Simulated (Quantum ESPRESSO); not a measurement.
Band energies of BeO

```
BeO
1.0
    2.69089     0.00000     0.00000
   -1.34545     2.33038     0.00000
    0.00000     0.00000     4.36921
Be O
2 2
Direct
  0.33333   0.66667   0.99986
  0.66667   0.33333   0.49986
  0.33333   0.66667   0.37764
  0.66667   0.33333   0.87764
```

PBEsol (pw.x of Quantum ESPRESSO, ONCV potentials, no spin-orbit coupling); path ΓMKΓALHA,LM,KH; energies in eV from the valence-band maximum.

```csv
k (1/Å),point,band 6,band 7,band 8,band 9,band 10,band 11,band 12,band 13
0.00,Γ,-1.02,-1.02,-0.04,-0.04,0.00,7.59,11.61,14.29
0.34,,-1.77,-1.33,-0.82,-0.16,-0.14,8.17,12.17,13.88
0.79,,-3.88,-2.80,-2.17,-0.81,-0.60,9.40,11.70,12.73
1.24,,-4.08,-3.54,-2.67,-1.90,-0.93,9.66,10.18,13.33
1.35,M,-4.14,-3.43,-2.70,-2.01,-0.94,9.66,10.11,13.39
1.68,,-3.98,-3.60,-2.84,-2.14,-1.51,9.52,11.09,13.32
2.02,,-3.83,-3.65,-2.85,-2.60,-2.24,9.00,12.59,14.16
2.13,K,-3.71,-3.71,-2.95,-2.43,-2.43,8.94,12.72,14.42
2.44,,-4.30,-3.26,-3.04,-2.24,-1.82,9.42,11.92,13.86
2.85,,-3.91,-3.32,-1.92,-1.16,-0.88,10.01,11.22,14.04
3.27,,-1.97,-1.77,-0.93,-0.30,-0.22,8.43,12.40,13.57
3.58,,-1.10,-1.06,-0.12,-0.05,-0.01,7.66,11.67,14.29
3.68,Γ,-1.02,-1.02,-0.04,-0.04,0.00,7.59,11.61,14.29
3.99,,-0.92,-0.92,-0.86,-0.15,-0.15,8.18,11.23,14.40
4.40,A,-3.43,-0.55,-0.55,-0.55,-0.55,9.83,9.83,14.57
4.82,,-3.51,-1.34,-1.34,-0.88,-0.88,10.00,10.00,13.88
5.13,,-4.15,-1.89,-1.89,-1.35,-1.35,9.70,9.70,14.08
5.54,,-5.40,-1.83,-1.83,-1.79,-1.79,9.03,9.03,14.48
5.75,L,-5.60,-1.90,-1.90,-1.75,-1.75,8.92,8.92,14.52
5.97,,-5.51,-2.44,-2.44,-1.51,-1.51,9.29,9.29,14.27
6.42,,-4.77,-4.15,-4.15,-1.30,-1.30,11.19,11.19,12.36
6.53,H,-4.53,-4.45,-4.45,-1.29,-1.29,11.50,11.50,12.03
6.71,,-4.85,-3.96,-3.96,-1.32,-1.32,10.99,10.99,12.59
7.08,,-4.69,-2.81,-2.81,-1.46,-1.46,10.20,10.20,13.59
7.44,,-3.83,-1.88,-1.88,-1.28,-1.28,10.06,10.06,13.72
7.81,,-3.44,-0.94,-0.94,-0.71,-0.71,9.96,9.96,14.04
8.09,A,-3.43,-0.55,-0.55,-0.55,-0.55,9.83,9.83,14.57
8.09,L,-5.60,-1.90,-1.90,-1.75,-1.75,8.92,8.92,14.52
8.39,,-4.93,-2.63,-2.41,-1.53,-1.33,8.86,9.65,14.39
8.80,M,-4.14,-3.43,-2.70,-2.01,-0.94,9.66,10.11,13.39
8.80,K,-3.71,-3.71,-2.95,-2.43,-2.43,8.94,12.72,14.42
9.11,,-4.09,-4.09,-3.35,-1.91,-1.91,9.62,12.56,13.25
9.52,H,-4.53,-4.45,-4.45,-1.29,-1.29,11.50,11.50,12.03
```

The PBEsol gap is direct, 7.59 eV at Γ.

Geometry relaxed with PBEsol.
